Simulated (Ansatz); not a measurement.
Relaxed BN (h-BN type, space group P6_3/mmc):

```yaml
crystal:
  lattice:
    - [2.50643, 0.00000, 0.00000]
    - [-1.25322, 2.17063, 0.00000]
    - [0.00000, 0.00000, 6.61383]
  atoms:
    - { symbol: B, position: [0.33333, 0.66667, 0.25000] }
    - { symbol: B, position: [0.66667, 0.33333, 0.75000] }
    - { symbol: N, position: [0.33333, 0.66667, 0.75000] }
    - { symbol: N, position: [0.66667, 0.33333, 0.25000] }
```

Calculation: PBE-D3(BJ) (plane waves to 420 eV, PAW, scalar-relativistic; Ansatz, an electronic-structure program). k mesh 12×12×4 (Γ-centred), Fermi-Dirac smearing 0.05 eV. BN was relaxed with its symmetry unable to fall.

One atom of the cell was then moved (with its periodic images), all else fixed, and the forces (eV/Å) came out as:

```
atom      Fx      Fy     Fz
----  ------  ------  -----
B1    -4.651   0.817  0.000
B2     0.000   0.000  0.000
N3     0.002   0.001  0.000
N4     4.649  -0.818  0.000
```

### Question
Which atom was moved, and by which vector (Å)?

### Answer
B1, by (0.11, 0.00, 0.00), 0.11 Å in all.

(A displaced cell: forces are minus the slopes of the energy, force constants its curvatures, and phonons follow from these.)
